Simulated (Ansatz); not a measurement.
# TiO₂, one structure, two calculations

Cell: a Materials Project structure (computed, not necessarily an observed phase), atoms as given.

Space group Pbca (No. 61); a = 5.1491, b = 9.1942, c = 5.4591 Å.

```
site  Wyckoff  site symmetry       x       y       z
  Ti       8c              1  0.1379  0.3710  0.4026
  O9       8c              1  0.4647  0.2697  0.3900
 O17       8c              1  0.8166  0.0105  0.8512
```

One atom of each set is listed.

First run. All values are calculated (Ansatz; DFT, PBE, plane waves and PAW, scalar-relativistic, 420 eV cutoff, Γ-centred 5×3×5 k-points, Fermi–Dirac smearing 0.02 eV), not measured.

| site | V_zz (10²¹ V/m²) | η |
| --- | --- | --- |
| Ti | -1.77 | 0.96 |
| O9 | -2.35 | 0.91 |
| O17 | 2.03 | 0.80 |

Second run. The same atoms and settings, except that the functional is r2SCAN and the cutoff is 500 eV.

Problem. What does the second run give?

Solution. 

| site | V_zz | η | change of V_zz |
| --- | --- | --- | --- |
| Ti | -1.74 | 0.96 | +0.03 |
| O9 | -2.52 | 0.83 | -0.17 |
| O17 | 2.17 | 0.90 | +0.14 |

The largest change of V_zz is on O9, from -2.35 to -2.52. In per cent, |V_zz| changes by -2 on Ti, +7 on O (all sites that start above 0.5).
